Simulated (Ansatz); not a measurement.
# Ga3Sb: how the energy converges with the cutoff

Ga3Sb, P1, a = 5.707 Å, b = 5.657 Å, c = 5.623 Å, α, β, γ = 135.1°, 134.7°, 65.9°. Ansatz: PBEsol, PAW, cutoff varied, Γ-centred 8×8×10 mesh on 4 atoms, Gaussian smearing 0.10 eV; no spin polarisation. Single points at one geometry with displaced atoms, the cutoff alone changed; ΔE is the energy at zero smearing over the run at 600 eV. The runs up to 350 eV lie under the cutoff recommended for these PAW datasets.

| cutoff (eV) | ΔE (meV/atom) |
| --- | --- |
| 200 | ? |
| 250 | 1193.43 |
| 300 | 106.01 |
| 350 | 5.85 |
| 420 | 1.21 |

Problem. Assume ΔE falls exponentially with the cutoff, fit y = ln ΔE against x, the cutoff in eV, to the other rows, and predict the missing value.

Solution. y = 7.085, 4.664, 1.766, 0.191. Means x = 330.0, y = 3.4265; Σ(Δx)² = 15800, ΣΔxΔy = -654.2; the slope is their ratio. y = 17.09 − 0.04141 x, a factor of ten per 56 eV. At 200 eV this gives ΔE = 6687.53 meV/atom. The run gave 8659.04, a ratio of 0.77. Between neighbouring rows the decay runs from a factor of ten per 40 eV to one per 102 eV, so one exponential is only a rough guide. The fast fall gives way to a slow tail, so a fit to low cutoffs promises convergence too early.

12 further runs of this set didn't finish or converge.

Cost: 6 runs of about 5.8 core-minutes in all, on Intel Xeon Platinum 8488C (Sapphire Rapids) (shared hosts).